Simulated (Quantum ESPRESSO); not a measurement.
```
BeO
1.0
    2.66147     0.00000     0.00000
   -1.33074     2.30490     0.00000
    0.00000     0.00000     4.32409
Be O
2 2
Direct
  0.33333   0.66667   0.00000
  0.66667   0.33333   0.50000
  0.33333   0.66667   0.37750
  0.66667   0.33333   0.87750
```

Cell and atoms were relaxed with LDA from Materials Project entry mp-2542, within its symmetry.

Q: What does norm-conserving LDA (Quantum ESPRESSO, 88 Ry, scalar-relativistic) give for the electronic structure near the Fermi level?

A: The LDA gap is direct, 8.04 eV at Γ.
